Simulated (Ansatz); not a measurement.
Given:

Relaxed CdSe (wurtzite):

```xyz
4
Lattice="4.3400 0.0000 0.0000 -2.1700 3.7585 0.0000 0.0000 0.0000 7.0780" Properties=species:S:1:pos:R:3 pbc="T T T"
Cd     2.1700     1.2528     0.0040
Cd     0.0000     2.5057     3.5430
Se     2.1700     1.2528     4.4212
Se     0.0000     2.5057     0.8822
```

In this cell atom 2 (Cd, nearest neighbour Se at 2.655 Å; its periodic images, 4.3 Å or more away, move with it) is moved by s towards the nearest neighbour, unit vector (0.817, -0.472, 0.331); all other atoms and the cell stay fixed.

These are r2SCAN (plane waves to 500 eV, PAW, scalar-relativistic; Ansatz, an electronic-structure program) values and carry that method's errors. k mesh 7×7×4 (Γ-centred), Fermi-Dirac smearing 0.05 eV. The energy includes the smearing's −TS. CdSe was relaxed with its symmetry unable to fall. ΔE is measured from the undisplaced structure.

The scan covers s from -0.270 to 0.270 Å in 11 points.

### Question
Is the energy the same for displacements of ±0.270 Å, and if not, which side lies higher?

### Answer
Not even: the positive side lies higher at ±0.270 Å. With its periodic images moving along, the atom's site symmetry in this cell is 3m..

### Question
What is the energy change at s = 0.270 Å?

### Answer
248.3 meV/cell.

### Question
What force acts on the atom along the line at s = -0.270 Å?

### Answer
0.720 eV/Å.

### Question
What is the force constant k = d²E/ds² of this move at s = 0?

### Answer
4.64 eV/Å².

(A displaced cell: forces are minus the slopes of the energy, force constants its curvatures, and phonons follow from these.)
